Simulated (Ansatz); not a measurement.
## A plane-wave run on CaTl₂As₂

The input, for Ansatz 0.2.0 (plane waves, PAW):

```yaml
crystal:
  lattice:
    - [4.505977, 0.0, 0.0]
    - [-2.252988, 3.902293, 0.0]
    - [0.0, 0.0, 7.37211]
  atoms:
    - { symbol: As, position: [0.3333, 0.6667, 0.2382] }
    - { symbol: As, position: [0.6667, 0.3333, 0.7618] }
    - { symbol: Tl, position: [0.3333, 0.6667, 0.6331] }
    - { symbol: Tl, position: [0.6667, 0.3333, 0.3669] }
    - { symbol: Ca, position: [0.0, 0.0, 0.0] }
  symmetry: { tolerance: 0.0003 }
kpoints:
  mp_grid: { grid: [9, 9, 5], shift: [0, 0, 0] }
  band_path:
    path:
      - [0.0, 0.0, 0.0]
      - [0.5, 2.1e-07, 0.0]
      - [0.33333333, 0.33333355, 0.0]
      - [0.0, 0.0, 0.0]
      - [0.0, 0.0, 0.5]
      - [0.5, 2.1e-07, 0.5]
      - [0.33333333, 0.33333355, 0.5]
      - [0.0, 0.0, 0.5]
      - [0.5, 2.1e-07, 0.5]
      - [0.5, 2.1e-07, 0.0]
      - [0.33333333, 0.33333355, 0.5]
    npoints: 6
magnetization:
  spin_polarized: false
scf:
  occupations: { method: gaussian, width: 0.0493 }
  lower_state_search: "off"
  max_iter: 200
hamiltonian:
  pseudopotentials: { kind: paw }
  xc: pbe
basis:
  ecutwfc: 420
  fft_grid_basis: typed
output:
  forces: true
  stress: true
  eigenvalues: true
  bader: true
  populations: true
  elf: true
  write_potential: true
  volumetric_format: npy
  dos:
    e_range: [-12, 8]
    de: 0.05
    projected: { site_lists: { As: [As], Ca: [Ca], Tl: [Tl] } }
checkpoint:
  read: saved_state
```

The run starts from an earlier solution of this cell. 

Excerpt of what it printed:

```
Warning: the atoms were moved onto the symmetric positions of the space group found under crystal.symmetry.tolerance 3.0e-4 (fractional; no operation is sought that the atoms, as they stand in a round, miss by more than twice it, and no atom is moved by as much as it), and the run uses the moved positions.
Pseudopotentials: kind: paw
Pseudopotential: As, paw, valence charge 15, recommended cutoff 420 eV (normal), As.paw.azcp
Pseudopotential: Tl, paw, valence charge 13, recommended cutoff 420 eV (normal), Tl.paw.azcp
Pseudopotential: Ca, paw, valence charge 10, recommended cutoff 420 eV (normal), Ca.paw.azcp
Functional definition: PBE
  exchange = pbe_x(kappa = kappa, mu = beta*pi^2/3)
  correlation = pbe_c(beta = beta)
Crystal: 5 atoms, lattice volume = 129.629 Å³
Basis set: ecut = 420 eV, 2539 PW (Γ), exchange–correlation on 64×64×100 points (8 copies of the dense FFT grid, shifted against one another)
Bands: 40, of which v1, the nominal top of the filled ones, is band 33 counted from 1 (32 counted from 0)
Symmetry: 12 space group operations
Space group: P-3m1 (ITA 164), of the structure as read, at distance tolerance 1.5e-3 Å
k-points: 50 of 405
Initial density: read from a saved state, or passed on in memory by an earlier SCF of this step, an earlier step, the calling program or the single point that the run made first
Functional: x = pbe(κ = 0.804, μ = 0.2195), c = pbe(β = 0.0667)
Free energy (F): -34418.2149 eV
Harris-Foulkes:  -34418.2149 eV  (|F-HF|=2.69e-8)
Internal energy: -34418.2123 eV  (E = F + TS)
E sigma→0 (E₀):  -34418.2136 eV
Entropy (-TS):   -0.0026 eV (-0.510 meV/atom)
Fermi energy:    10.0125 eV
--- Per-component energies (eV) ---
  E_band       = -600.5015
  E_kinetic    = 1158.9475
  E_local      = -6404.0225  (includes V_loc(G=0)·N_el)
  E_nonlocal   = -643.1095
  E_hartree    = 3026.7169
  E_xc         = -759.9933
  E_vxc        = -617.9911  (∫ρ·V_xc dr)
  E_paw        = -24858.2808  (= ΣΔE_a)
  E_vpaw       = -147.7531  (= ΣTr[D̂ρ^β])
  E_aug_tail   = 0.0000  (compensation charges beyond the density's cutoff)
  E_ewald      = -5938.4707
  E_smearing   = -0.0026  (= −TS)
--- Forces (eV/Å), atoms counted from 1 ---
  atom   1  As     0.0000     0.0000    -1.0242
  atom   2  As     0.0000     0.0000     1.0242
  atom   3  Tl     0.0000     0.0000     0.3274
  atom   4  Tl     0.0000     0.0000    -0.3274
  atom   5  Ca     0.0000     0.0000     0.0000
--- Stress (GPa, compression-positive) ---
        9.2493       0.0000       0.0000
        0.0000       9.2493       0.0000
        0.0000       0.0000       4.5011
  P = ⅓ Tr σ = 7.6666 GPa (76.666 kbar)
--- Löwdin populations: 5 sites ---
  site symbol       q [e]
     0     As     15.5364
     1     As     15.5364
     2     Tl     13.0739
     3     Tl     13.0739
     4     Ca      8.3817
  spilling = 0.0060 (of n_electrons = 66.0000)
--- Bader charges: 5 sites ---
  site symbol  charge [e]  shift [e]
     0     As     -0.8905     0.0000
     1     As     -0.8905     0.0000
     2     Tl      0.2026     0.0000
     3     Tl      0.2026     0.0000
     4     Ca      1.3757     0.0000
```

Origin: a known structure type with other elements, at an estimated volume, so it need not be a known compound.
